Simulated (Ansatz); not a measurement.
Zr2SeS2: from a guess to a relaxed structure

Level of theory: DFT PBE, scalar-relativistic, plane waves, PAW in Ansatz. Cutoff 420 eV, Gaussian smearing, Γ-centred meshes. Cell and atoms relax first on a coarse mesh and then on a finer one. In between, the cell is made exact in the group found at 0.06 Å. In metals the finer mesh still leaves noise of several meV/atom or more. The steps can't lower the symmetry of their start. Collinear spin is switched on along the way, since trial moments persisted in a coarse test.

Recipe of this trial structure of Zr2SeS2: random cell by space group and Wyckoff sites (P6/mmm, No. 191). Lengths were set from tabulated atomic sizes, so they are only a guess.

```
Zr Se S
1.0
     4.97024    0.00000    0.00000
    -2.48512    4.30436    0.00000
     0.00000    0.00000    3.46086
Zr Se S
2 1 2
Direct
  0.33333 0.66667 0.50000
  0.66667 0.33333 0.50000
  0.00000 0.00000 0.00000
  0.33333 0.66667 0.00000
  0.66667 0.33333 0.00000
```

Energies over the elements count from the elements' standard structures at the same level, with no fitted energy shifts.

Question: Which structure results?

Answer: The symmetry stays P6/mmm (No. 191). The volume per atom grows by 81.9 %, from 14.8 to 26.9 Å³. The shortest distance goes from 1.73 Å (Zr–S) to 2.41 Å (Zr–S). The ratio c/a of the conventional cell changes by a factor of 1.22. The energy falls by about 5.4 eV/atom (the start's value is from the coarse mesh). Conventional cell: a = 5.682 Å, c = 4.818 Å. Zr has 2 S at 2.41 Å; around Se lie 6 S at 3.28 Å (long against covalent radii, as for large ions); around S lie 2 Zr at 2.41 Å, 3 Se at 3.28 Å and 3 S at 3.28 Å.

```
Zr Se S
1.0
     5.68153    0.00000    0.00000
    -2.84077    4.92035    0.00000
     0.00000    0.00000    4.81845
Zr Se S
2 1 2
Direct
  0.33333 0.66667 0.50000
  0.66667 0.33333 0.50000
  0.00000 0.00000 0.00000
  0.33333 0.66667 0.00000
  0.66667 0.33333 0.00000
```

Question: How does it come out in energy, and is it a metal?

Answer: The energy over the elements is +0.27 eV/atom and the gap on the 12×12×8 mesh of the 5-atom cell is 0 eV (a metal). The net moment per atom is 0.72 μB and the moment by site is Zr 0.6 (×2); Se 0.6 μB.

The separate elements lie lower, so it is unstable against them.

The last run used collinear spin and Gaussian smearing of 0.10 eV. The reference forms of S and Se are held partly by dispersion forces, which this level lacks. The magnetic state reached may not be the lowest. A structure relaxed within its symmetry needn't be a true minimum. In all, the 4 runs took 15 min on 1 thread of Intel(R) Xeon(R) Processor @ 2.50GHz (Skylake/Cascade Lake), with other jobs on the host. Another cell of Zr2SeS2 relaxed alike but without spin, in P-6m2, lies 1.67 eV/atom lower, so this cell isn't the stable form at this level. Site moments count only spheres around the atoms; the net moment includes the space between them.
